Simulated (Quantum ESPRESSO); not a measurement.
## Hf (P6₃/mmc) under strain

```
Hf
1.0
    3.19238     0.00000     0.00000
   -1.59619     2.76468     0.00000
    0.00000     0.00000     5.04504
Hf
2
Direct
  0.33333   0.66667   0.25000
  0.66667   0.33333   0.75000
```
Geometry: a computed entry of the Materials Project; it was not checked against measured cells. It is Hf in P6₃/mmc. Stability against distortions was not tested. The run has no spin polarisation.

The last row's change in full: strained by +2 % along the unique axis and by -1 % across it, fractional positions kept; the other rows go along the same path.

Method: field gradients by a PBE PAW density (pw.x of a modified build of Quantum ESPRESSO, JTH datasets) with the all-electron reconstruction of Petrilli and co-workers, 20 Ha, k-mesh 14×14×8 through Γ. Values are those of the named site's first atom. Cores are frozen. Hf had no test against all-electron runs. Spin–orbit coupling is left out, a limit on Hf. The run is metallic or nearly gapless at this level (smeared occupations), so gradients converge slowly with the k-mesh. The structure is static (0 K, no zero-point motion).

Unchanged cell: Vzz Hf (a.u.) = 0.916.

Problem. How do these values move along the path (axial strain (%): -2, -1, +1, +2)?

Solution. 
```json
[
 {"axial strain (%)": "-2", "Vzz Hf (a.u.)": "1.204"},
 {"axial strain (%)": "-1", "Vzz Hf (a.u.)": "1.065"},
 {"axial strain (%)": "0", "Vzz Hf (a.u.)": "0.916"},
 {"axial strain (%)": "+1", "Vzz Hf (a.u.)": "0.760"},
 {"axial strain (%)": "+2", "Vzz Hf (a.u.)": "0.595"}
]
```
